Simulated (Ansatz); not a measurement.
# BN: ¹¹B NMR of the central transition

Cell: a Materials Project structure (computed, not necessarily an observed phase), atoms as given.

```
CELL_PARAMETERS angstrom
2.50164 0.00000 0.00000
-1.25082 2.16648 0.00000
0.00000 0.00000 7.36932
ATOMIC_POSITIONS crystal
B 0.66667 0.33333 0.75000
B 0.33333 0.66667 0.25000
N 0.00000 0.00000 0.75000
N 0.00000 0.00000 0.25000
```

Sites (sets of like atoms) are named by element and the number of their first atom in this list.

Method: Kohn–Sham DFT in Ansatz, PBE, plane waves and PAW, scalar-relativistic, 420 eV cutoff, Γ-centred 14×14×4 k-points, Fermi–Dirac smearing 0.02 eV.

¹¹B has I = 3/2 and Q = 40.59 mb (Pyykkö 2018); at 23.5 T its Larmor frequency is ν₀ = 321.1 MHz. Only the quadrupole interaction is simulated: positions count from each site's isotropic chemical shift, and J coupling is left out, as are shift anisotropy and dipolar coupling, which fast spinning averages.

(1) What does the ¹¹B spectrum (fast magic-angle spinning) show for each site?

Answers

(1) 

```json
{"site": "B", "first shell": "3 N at 1.44 Å", "C_Q (MHz)": "2.74", "η": "0.00", "P_Q (MHz)": "2.74", "δ_QIS (ppm)": "-1.82", "breadth (kHz)": "1.25"}
```

δ_QIS = −(ν_Q²/30ν₀²)[I(I+1) − 3/4](1 + η²/3) × 10⁶ ppm with ν_Q = 3|C_Q|/[2I(2I−1)]; it falls as 1/B₀² in ppm, and the breadth as 1/B₀ in kHz.

An axis of threefold or higher order runs through B, so V_zz lies along it and η is zero.

The run took 1.3 s of wall time (3.4 s of CPU time) and 0.4 GiB at its peak, on 4 threads of Intel Xeon Platinum 8375C CPU @ 2.90GHz (Ice Lake) (x86_64; 48 cores open to the job, memory cap 10.0 GiB, no GPU), a shared host with a load of 0.5 a core.
